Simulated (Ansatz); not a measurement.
Re (hcp, Mg type)

```
Re
1.0
    2.77518     0.00000     0.00000
   -1.38759     2.40338     0.00000
    0.00000     0.00000     8.96604
Re
4
Cartesian
  0.00000   1.60225   3.36227
  0.00000   1.60225   7.84529
  1.38759   0.80113   1.12076
  1.38759   0.80113   5.60378
```

The atoms are displaced by Q × the pattern below (from a DFPT mode at A = (0.0, 0.0, 0.5), largest move 1; Q in Å), at fixed cell. It is one choice among 4 degenerate patterns. (q is in reciprocal vectors of the primitive cell; the cell shown is doubled to hold the pattern.)

| atom | x | y | z |
|---|---|---|---|
| Re3 | 0.000 | -1.000 | 0.000 |
| Re4 | 0.000 | 1.000 | 0.000 |

Atoms not listed stay in place.

Level of theory: PBE (plane waves to 420 eV, PAW, scalar-relativistic; Ansatz, a quantum-chemistry and plane-wave program). k mesh 19×19×6 (Γ-centred), Fermi-Dirac smearing 0.05 eV. With partly filled bands, energies and forces of such displacements shift with the k mesh and the smearing. Re is run without spin polarisation. Re was relaxed with its symmetry unable to fall. Spin-orbit coupling is left out, though Re is heavy. The PAW data are Ansatz's earlier set.

At one point of the scan the forces (eV/Å) are:

```csv
atom,Fx,Fy,Fz
Re1,0.000,-0.094,0.022
Re2,0.000,-0.094,-0.022
Re3,0.000,1.172,0.000
Re4,0.000,-0.983,0.000
```

**Question.** Which point is it?
(A) Q = 0.140 Å
(B) Q = 0.233 Å
(C) Q = 0.187 Å
(D) Q = 0.280 Å

**Answer.** B, Q = 0.233 Å

(A displaced cell: forces are minus the slopes of the energy, force constants its curvatures, and phonons follow from these.)
